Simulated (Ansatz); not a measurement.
Values for one crystal, relaxed and computed with HSE06 in the plane-wave PAW code Ansatz; other levels are named.

| Property | Result |
|---|---|
| Volume per atom | 35.35 Å³ |
| Band gap | 1.50 eV (direct) |
| Pressure derivative B′ | 4.6 |
| Valence-band maximum | at Γ |
| Conduction-band minimum | at Γ |
| Bulk modulus (Birch–Murnaghan fit) | 39.6 GPa |

Which of these materials gives this?
A) CsI, CsCl type
B) CdTe, zinc blende
C) YN, NiAs type
D) GaN, P6_3mc (Pearson symbol hP12)

B, CdTe, zinc blende

Space group F-43m (zinc blende). The cell was relaxed with HSE06 under the symmetry of its start. The hybrid was solved on a coarse mesh, the path and, where they were found, the r²SCAN edge points; its band edges are the extreme levels among these. Spin–orbit coupling is left out wherever it is not named.

Potentials: the later of the program's two PAW sets.
